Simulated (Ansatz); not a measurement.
HfO2:
```xyz
12
Lattice="5.2282 0.0000 0.0000 0.0000 5.0172 0.0000 0.0000 0.0000 5.0415" Properties=species:S:1:pos:R:3 pbc="T T T"
Hf     0.1720     1.3424     1.2216
Hf     5.0562     3.6748     3.7423
Hf     2.4421     1.3424     3.7423
Hf     2.7862     3.6748     1.2216
O      1.9239     0.3599     1.9153
O      3.3043     4.6574     4.4361
O      0.6902     0.3599     4.4361
O      4.5380     4.6574     1.9153
O      3.8376     2.3063     2.4743
O      1.3906     2.7109     4.9951
O      4.0047     2.3063     4.9951
O      1.2235     2.7109     2.4743
```

Cartesian axes are those of the cell as given.

Q: Give the proper piezoelectric stress tensor with relaxed ions from DFT-PBEsol in the program Ansatz with PAW potentials.

A: In C/m², rows x, y, z, Voigt columns; mesh uncertainty up to 0.00.
```
 0.00   0.00   0.00   0.00  -0.23   0.00
 0.00   0.00   0.00   0.67   0.00   0.00
-1.53  -1.40  -1.33   0.00   0.00   0.00
```

The elastic tensor of the same run (GPa):

```
 396   155   119   0.0   0.0   0.0
 155   400   132   0.0   0.0   0.0
 119   132   390   0.0   0.0   0.0
 0.0   0.0   0.0  91.7   0.0   0.0
 0.0   0.0   0.0   0.0  93.1   0.0
 0.0   0.0   0.0   0.0   0.0   135
```

Q: Convert to strain constants d = e·S.

A: In pC/N:
```
 0.0   0.0   0.0   0.0  -2.4   0.0
 0.0   0.0   0.0   7.3   0.0   0.0
-2.5  -1.9  -2.0   0.0   0.0   0.0
```

Space group Pca2_1. Symmetry was held in the PBEsol relaxation. The run is not spin-polarised. Spin–orbit coupling is left out wherever it is not named.

Potentials: the later of the program's two PAW sets.
